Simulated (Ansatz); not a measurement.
BeS:
Space group P6₃/mmc (No. 194); a = b = 3.2713 Å, c = 5.2069 Å, α = β = 90.00°, γ = 120.00°

| atom | site | symmetry | x | y | z |
|---|---|---|---|---|---|
| Be | 2a | -3m. | 0.0000 | 0.0000 | 0.0000 |
| S | 2c | -6m2 | 0.3333 | 0.6667 | 0.2500 |

Relaxed with PBEsol.

Decompose the optical modes at the zone centre into irreducible representations, and say which are infrared and Raman allowed.

Point group 6/mmm: Γ_opt = A2u + B1g + B2u + E1u + E2g + E2u. Infrared: A2u, E1u. Raman: E2g.

Assign frequencies (DFPT, PBEsol in the plane-wave PAW code Ansatz; without the LO–TO term).

A2u 177i, E2u 18i, E2g 257, E1u 281, B1g 349, B2u 595 cm⁻¹.

Subscripts of B labels follow the axes of the standard setting.

Space group P6_3/mmc (NiAs type). The cell is a constructed one: a structure type filled with these elements; neither database checked (COD, Materials Project) lists it. COD files the formula under space group No. 216, so this cell is another polymorph or a model. Its standing as an ambient phase is unchecked. The cell was relaxed with PBEsol under the symmetry of its start. At this level the phase is dynamically unstable (imaginary phonons).

Potentials: the later of the program's two PAW sets.
